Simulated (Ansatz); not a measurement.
Here is the system:

Re:
```yaml
crystal:
  lattice:
    - [-1.54812, 1.54812, 1.54812]
    - [1.54812, -1.54812, 1.54812]
    - [1.54812, 1.54812, -1.54812]
  atoms:
    - { symbol: Re, position: [0.00000, 0.00000, 0.00000] }
```

This is the r²SCAN-relaxed structure.

Question: All from plane-wave PAW r²SCAN (Ansatz code), unless another level is named. Give the bulk modulus (Birch–Murnaghan fit).

Answer: 377 GPa.

Question: And the elastic constants (relaxed ions, GPa)?

Answer: C11 = 402, C12 = 367, C44 = 192.

Space group Im-3m (bcc (W type)). The cell is a constructed one: a structure type filled with these elements; the Crystallography Open Database copy checked does not list it. It is not the phase usual at ambient conditions (space group No. 194). Symmetry was held in the r²SCAN relaxation; its stability against distortions is not shown here. No spin polarisation was allowed. As this level gives no gap, shear constants depend on the k-mesh and smearing (Fermi–Dirac, 0.1 eV here). Spin–orbit coupling is left out wherever it is not named.

Potentials: the later of the program's two PAW sets.
